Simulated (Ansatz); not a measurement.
Si:
```cif
data_Si23
_chemical_formula_sum 'Si23'
_space_group_name_H-M_alt 'P 1'
_space_group_IT_number 1
_cell_length_a 8.71372
_cell_length_b 8.71372
_cell_length_c 8.71372
_cell_angle_alpha 109.471
_cell_angle_beta 109.471
_cell_angle_gamma 109.471
loop_
_space_group_symop_operation_xyz
  'x, y, z'
loop_
_atom_site_label
_atom_site_type_symbol
_atom_site_fract_x
_atom_site_fract_y
_atom_site_fract_z
_atom_site_occupancy
Si1 Si 0.00000 0.00000 0.00000 1
Si2 Si 0.27150 0.27150 0.27150 1
Si3 Si 0.00000 0.00000 0.72850 1
Si4 Si 0.00000 0.72850 0.00000 1
Si5 Si 0.72850 0.00000 0.00000 1
Si6 Si 0.50000 0.25000 0.75000 1
Si7 Si 0.50000 0.75000 0.25000 1
Si8 Si 0.75000 0.50000 0.25000 1
Si9 Si 0.25000 0.50000 0.75000 1
Si10 Si 0.25000 0.75000 0.50000 1
Si11 Si 0.75000 0.25000 0.50000 1
Si12 Si 0.44138 0.44138 0.16933 1
Si13 Si 0.27206 0.27206 0.83067 1
Si14 Si 0.72794 0.55862 0.00000 1
Si15 Si 0.55862 0.72794 0.00000 1
Si16 Si 0.16933 0.44138 0.44138 1
Si17 Si 0.83067 0.27206 0.27206 1
Si18 Si 0.00000 0.72794 0.55862 1
Si19 Si 0.00000 0.55862 0.72794 1
Si20 Si 0.44138 0.16933 0.44138 1
Si21 Si 0.27206 0.83067 0.27206 1
Si22 Si 0.55862 0.00000 0.72794 1
Si23 Si 0.72794 0.00000 0.55862 1
```

This is the r²SCAN-relaxed structure.

Question: All from plane-wave PAW r²SCAN (Ansatz code), unless another level is named. Predict the smallest direct gap on the standard path.

Answer: 1.61 eV.

Question: Give the electron effective mass.

Answer: 0.50, 0.73, 0.73 mₑ (principal values).

Question: What about the band gap?

Answer: 1.49 eV (indirect).

Question: Give the valence-band maximum.

Answer: at N.

Space group I-43m. The start of the workflow was typed in or built on a structure type; the Crystallography Open Database copy checked does not list it. It is not the phase usual at ambient conditions (space group No. 227). The cell was relaxed with r²SCAN under the symmetry of its start; its stability against distortions is not shown here.

Potentials: the later of the program's two PAW sets.
